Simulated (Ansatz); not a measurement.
Values for one crystal, relaxed and computed with plane-wave PAW r²SCAN (Ansatz code); other levels are named.

```yaml
volume_per_atom: 12.44 Å³
electronic_character: metallic (no gap)
Elastic constants (relaxed ions, GPa): C11 = 144, C12 = 131, C44 = 99.8
Bulk modulus (Birch–Murnaghan fit): 136 GPa
zone_centre_stability: no imaginary mode at Γ
highest_zone_centre_frequency: 209 cm⁻¹
Density of states at the Fermi level: 0.24 states/eV per atom (mean over ±0.08 eV)
```

Question: Which of these materials gives this?
A. TiAl, CsCl type
B. ZnCu, CsCl type
C. MoPt, CsCl type
D. MoW, CsCl type

Answer: B, ZnCu, CsCl type

Space group Pm-3m (CsCl type). Symmetry was held in the r²SCAN relaxation. The run is not spin-polarised. As this level gives no gap, shear constants depend on the k-mesh and smearing (Fermi–Dirac, 0.1 eV here). As this level gives no gap, phonon frequencies hold no LO–TO term and depend on the k-mesh and smearing (Fermi–Dirac, 0.1 eV here).

Potentials: the earlier of the program's two PAW sets. The files were generated under PBE; for other functionals the program regenerates the frozen cores, and for LDA and PBEsol the local potential too.
